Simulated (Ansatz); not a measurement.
LuSe, DFT, PBEsol, all-electron LAPW, scalar-relativistic (Ansatz 0.2.0), run on 1 thread of Intel(R) Xeon(R) 6975P-C (Granite Rapids) on a shared host.

The cell is COD entry 1538176, as deposited and not checked against the literature; nothing was relaxed. The listed cell was then made from it by scaling, straining or moving an atom.

Command: `ansatz run input.yaml --threads 1 --pin off --max-ram 3072MiB --backend cpu --events-out ev --progress --plain --runs-dir out`

```yaml
crystal:
  lattice:
    - [0.0, 2.7310860711, 2.7310860711]
    - [2.7310860711, 0.0, 2.7310860711]
    - [2.7310860711, 2.7310860711, 0.0]
  atoms:
    - { symbol: Lu, position: [0.0, 0.0, 0.0] }
    - { symbol: Se, position: [0.5, 0.5, 0.5] }
kpoints:
  mp_grid: { grid: [9, 9, 9] }
  band_path:
    path:
      - [0.0, 0.0, 0.0]
      - [0.5, 0.0, 0.5]
      - [0.625, 0.25, 0.625]
      - [0.375, 0.375, 0.75]
      - [0.0, 0.0, 0.0]
      - [0.5, 0.5, 0.5]
      - [0.5, 0.25, 0.75]
      - [0.5, 0.0, 0.5]
    npoints: 5
scf:
  occupations: { method: fermi_dirac, width: 0.02 }
hamiltonian:
  xc: pbesol
  pseudopotentials: { kind: all_electron, lapw: { basis_error: 0.001 } }
output:
  forces: true
  stress: true
  eigenvalues: true
```

Problem. How large is the problem that the program sets up?

Solution. 35 irreducible k-points, 411 plane waves at Γ, 39 bands.

Problem. About how long does it take, and how much memory does it use?

Solution. 10 s of wall time for 7 SCF iterations, with a peak of 0.37 GiB. Times on shared machines scatter by tens of per cent.
